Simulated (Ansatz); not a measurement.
NaCl (rock salt)

```yaml
crystal:
  lattice:
    - [0.00000, 5.69553, 5.69553]
    - [2.84776, 2.84776, 5.69553]
    - [2.84776, 2.84776, 0.00000]
  atoms:
    - { symbol: Cl, position: [0.00000, 0.00000, 0.00000] }
    - { symbol: Cl, position: [0.50000, 0.00000, 0.00000] }
    - { symbol: Na, position: [0.00000, 0.50000, 0.50000] }
    - { symbol: Na, position: [0.50000, 0.50000, 0.50000] }
```

The atoms are displaced by Q × the pattern below (from a DFPT mode at X = (0.5, 0.5, 0.0), largest move 1; Q in Å), at fixed cell. (q is in reciprocal vectors of the primitive cell; the cell shown is doubled to hold the pattern.)

| atom | x | y | z |
|---|---|---|---|
| Cl1 | 0.000 | 0.000 | 1.000 |
| Cl2 | 0.000 | 0.000 | -1.000 |
| Na3 | 0.000 | 0.000 | -0.975 |
| Na4 | 0.000 | 0.000 | 0.975 |

All values below come from PBE (plane waves to 420 eV, PAW, scalar-relativistic; Ansatz, a first-principles code). k mesh 10×10×10 (Γ-centred), Fermi-Dirac smearing 0.05 eV. Energies are smeared free energies. NaCl was relaxed with its symmetry unable to fall. ΔE is measured from the undisplaced structure.

| Q (Å) | ΔE (meV/cell) |
|---|---|
| -0.1000 | 66.8 |
| -0.0833 | withheld |
| -0.0667 | 28.7 |
| -0.0500 | 15.9 |
| -0.0333 | 7.0 |
| -0.0167 | 1.7 |
| 0.0000 | 0.0 |
| 0.0167 | 1.7 |
| 0.0333 | 7.0 |
| 0.0500 | 15.9 |
| 0.0667 | 28.7 |
| 0.0833 | withheld |
| 0.1000 | 66.8 |

**Question.** Fit an even polynomial form (powers 2, 4) to the given rows and predict ΔE at Q = -0.0833.

**Answer.** Least squares on the 11 given rows: ΔE = (6261)·Q² + (41880)·Q⁴, in meV/cell with Q in Å; root-mean-square residual 0.02 meV/cell. At -0.0833 the fit gives 45.5 meV/cell; the calculation gives 45.5 meV/cell, the same to the digits shown. The quadratic term alone would give 43.4 meV/cell.

(A displaced cell: forces are minus the slopes of the energy, force constants its curvatures, and phonons follow from these.)
